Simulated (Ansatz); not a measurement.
**Ga2Os: enthalpy under pressure, worked through**

These are results of DFT r2SCAN, scalar-relativistic, plane waves, PAW in Ansatz 0.2.0, not measurements. Run with 500 eV cutoff, 8×8×8 k-mesh, Gaussian smearing of 0.02 eV, no spin polarisation.

Reference structure (relaxed):

```
Ga Os
1.0
     0.00000    4.12850    4.35244
     2.35909    0.00000    4.35244
     2.35909    4.12850    0.00000
Ga Os
4 2
Direct
  0.08264 0.41736 0.08264
  0.41736 0.08264 0.41736
  0.16736 0.83264 0.16736
  0.83264 0.16736 0.83264
  0.75000 0.75000 0.75000
  0.50000 0.50000 0.50000
```

Cell and atoms were relaxed at each target pressure within the start's symmetry (Fddd), at zero temperature; other phases can be more stable under pressure. H = E + PV with P the target; E is the free energy at the smearing used, whose derivative the pressure is, per atom and counted from zero pressure.

Spin-orbit coupling is left out, which matters for the bands and energies of heavy elements.

| P (GPa) | V (Å³/atom) | E − E0 (meV) | H − H0 (meV) |
| --- | --- | --- | --- |
| 0 | 14.130 | 0.0 | 0.0 |
| 2 | 13.991 | 0.9 | 175.5 |
| 5 | 13.795 | 5.1 | 435.6 |
| 10 | 13.503 | 18.7 | 861.5 |
| 20 | 13.008 | 64.6 | 1688.4 |

Thermodynamics gives dH/dP = V along a relaxed path. Integrate V over P by the trapezoid rule and compare with the computed enthalpies.

With 1 eV/Å³ = 160.22 GPa, each step adds the mean volume times ΔP / 160.22:
| P (GPa) | ∫V dP (meV) | H − H0 (meV) | difference (meV) |
| --- | --- | --- | --- |
| 2 | 175.5 | 175.5 | 0.0 |
| 5 | 435.7 | 435.6 | 0.0 |
| 10 | 861.6 | 861.5 | 0.1 |
| 20 | 1689.0 | 1688.4 | 0.5 |

V(P) curves upward, so the trapezoid rule runs high; integrating a smooth curve through the same points (P as a polynomial of degree 4 in ln V) puts that excess at about 0.6 meV at 20 GPa, against the 0.5 meV found.

At 20 GPa, how much of the enthalpy change is stored energy and how much is the PV term?

E rises by 65 meV/atom and PV is 20 × 13.008 / 160.22 = 1624 meV/atom, so PV makes 96 % of ΔH. So between rival structures at high pressure a small difference in volume can outweigh the difference in energy: 1 % of this volume is worth 16.2 meV/atom at this pressure.

What bulk modulus do the lowest pressures give?

From the pressures that the runs reached, -2.00 GPa (14.278 Å³) and 2.01 GPa (13.991 Å³), B = −ΔP/Δln V = 4.01 / 0.0204 = 197 GPa, a mean over that range.

The gap is 0.906 eV at -2.00 GPa and 0.922 eV at 2.01 GPa. What pressure coefficient and volume deformation potential follow?

dE_g/dP = 3.9 meV/GPa, and a_V = dE_g/d ln V = −B dE_g/dP = -0.77 eV. A gap that closes or barely moves under pressure is usual where the conduction edge lies away from the zone centre, has d character, or where the bands broaden faster than they shift. The band edges lie at other k points in the two runs, so this is a mean over different edges. Gaps are generalised Kohn–Sham gaps over the whole zone.